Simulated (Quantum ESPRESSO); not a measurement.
## Calculated data, HfMg$_{2}$Ta$_{3}$Al$_{2}$ (simulated cell)

Calculation on a made-up metal alloy cell, not a measurement, run again with a planted mistake, found by running each candidate: no spin or spin-orbit, unrelaxed, 2900 K smearing, stress positive in tension, cell energy less the intended atoms' offsets; periodic Kohn-Sham density functional theory in plane waves with PseudoDojo standard norm-conserving scalar-relativistic pseudopotentials, each functional with its own files (v0.5 for PBE, v0.4.1 for LDA and PBEsol), eight atoms on drawn sites of a strained close-packed or body-centred lattice, each displaced and held fixed; the energy is the cell's free energy, ions and the entropy term -TS included, at the stated Fermi-Dirac width, less a fixed offset for each atom's element (shifted free energy); compositions with an open d shell lost a parallel starting moment in a cheaper test run, and other magnetic orders were not tried; an error bar is the largest change of its kind in a tighter rerun, never given below 0.002 eV, 0.02 GPa or 0.003 eV/angstrom, and covers cutoff and k-mesh only, not smearing or the files. Program: Quantum ESPRESSO 7.5.

HfMg$_{2}$Ta$_{3}$Al$_{2}$ (simulated cell)

```
HfMg2Ta3Al2
1.0
      2.1403     4.2199     2.1771
      2.1181    -4.1800     2.1194
      4.2055    -0.0177    -4.2437
Ta Mg Ta Al Hf Mg Al Ta
1 1 1 1 1 1 1 1
Direct
  -0.01317 -0.02464 -0.00440
  -0.00497 -0.00974 0.52783
  -0.00018 0.50729 0.24059
  -0.04116 0.51444 0.74430
  0.49667 -0.00523 0.25080
  0.49421 -0.00565 0.76911
  0.53868 0.51830 -0.00795
  0.51139 0.47550 0.47169
```

* lattice type: face-centred cubic
* intended functional: pbe
* cutoff: 1143 eV
* fermi dirac smearing: 0.25 eV
* intended electrons removed: 0
* healthy entropy term negative ts: -1.236 eV
* healthy pressure: 0.53 GPa
* healthy stress xx: -1.13 GPa
* healthy stress yy: -0.74 GPa
* healthy stress zz: 0.26 GPa
* healthy stress yz: 0.36 GPa
* healthy stress xz: 0.82 GPa
* healthy stress xy: 0.03 GPa
* faulty entropy term negative ts: -1.262 eV
* faulty pressure: -6.54 GPa
* faulty stress xx: 5.89 GPa
* faulty stress yy: 6.64 GPa
* faulty stress zz: 7.1 GPa
* faulty stress yz: 0.27 GPa
* faulty stress xz: 1.02 GPa
* faulty stress xy: -0.07 GPa
* candidate first exchanged site: 3
* candidate second exchanged site: 5
* candidate length scale change: -1.1 percent
* candidate functional: lda
* candidate wrong element site: 1
* candidate wrong element: Nb
* candidate misplaced site: 6
* candidate misplaced along: x
* candidate misplaced by: -0.16 Å
* k mesh: 5 x 5 x 4 shifted half a step off Gamma on each axis
* structure shown: the intended cell
* healthy shifted free energy: 0.962 eV
* faulty shifted free energy: -0.669 eV
* fault kind: wrong functional (functional lda)

Atoms:
```tsv
atoms element	atom site	atom energy offset (eV)
Ta	1	-1771.44
Mg	2	-1616.19
Ta	3	-1771.44
Al	4	-63.26
Hf	5	-1535.13
Mg	6	-1616.19
Al	7	-63.26
Ta	8	-1771.44
```

Healthy forces:
```tsv
site	x (eV/Å)	y (eV/Å)	z (eV/Å)
1	1.995	-0.544	-0.278
2	-0.483	-0.392	1.089
3	-0.289	0.807	0.063
4	0.084	1.553	0.05
5	-0.256	0.408	-0.164
6	-0.667	-0.042	0.371
7	-0.867	-0.43	-1.115
8	0.482	-1.361	-0.016
```

Faulty forces:
```tsv
site	x (eV/Å)	y (eV/Å)	z (eV/Å)
1	1.946	-0.393	-0.561
2	-0.497	-0.35	1.046
3	-0.295	0.581	0.095
4	0.083	1.342	0.021
5	-0.241	0.321	-0.137
6	-0.589	-0.051	0.329
7	-0.634	-0.366	-1.077
8	0.228	-1.084	0.283
```

Candidate mistake: atoms exchanged, cell scaled, wrong functional, wrong element, atom misplaced

Notes: heavy elements are run without spin-orbit coupling, which real alloys of them have; a spin test at this wide smearing found no moment, but such smearing suppresses magnetism that the real alloy may have; another functional or element uses other pseudopotential files, so its energy jump is mostly a change of zero; lattice, volume and sites are drawn at random and may be unstable or far from any real phase; energies are for the whole cell, less offsets fitted to these runs, so they are not formation energies; error bars of the healthy run: energy 0.0032 eV, stress 0.02 GPa, force 0.005 eV/Å, from a tighter rerun of this or a related cell; largest difference from healthy 502 error bars; largest difference from nearest other mistake 491 error bars.
